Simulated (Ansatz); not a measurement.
Cu:
Space group I4/mmm (No. 139); a = 2.8807 Å, b = 2.8807 Å, c = 2.7285 Å, α = 90.00°, β = 90.00°, γ = 90.00°

| atom | site | symmetry | x | y | z |
|---|---|---|---|---|---|
| Cu | 2a | 4/mmm | 0.0000 | 0.0000 | 0.0000 |
(The calculation used a cell of 1 atom; values per cell refer to that cell.)

Relaxed at zero pressure with plane-wave PAW r²SCAN+D4 (Ansatz code).

### Question
The volume is lowered by 9 % and shape and atoms relax at that volume. What pressure results, and how do the axes share the change?

### Answer
20.1 GPa; a -3.7 %, b -3.7 %, c -1.9 %; the energy rises by 58 meV/atom.

### Question
Give the new structure.

### Answer

Space group I4/mmm (No. 139); a = b = 2.7749 Å, c = 2.6759 Å, α = β = γ = 90.00°

```
atom  site  symmetry       x       y       z
----  ----  --------  ------  ------  ------
Cu      2a     4/mmm  0.0000  0.0000  0.0000
```

The phase is kept; no other phase was compared at this pressure.

The first step of the workflow began from a Materials Project structure, measured or hypothetical; the Crystallography Open Database copy checked does not list it. It is not the phase usual at ambient conditions (space group No. 225). The r²SCAN+D4 relaxation kept the symmetry of its start. At this level the phase is mechanically unstable. No spin polarisation was allowed. The pairwise dispersion correction was not fitted to metals. Axis ratios of metals converge slowly with the k-mesh, so a and c are less sure than the volume.

Potentials: the later of the program's two PAW sets.
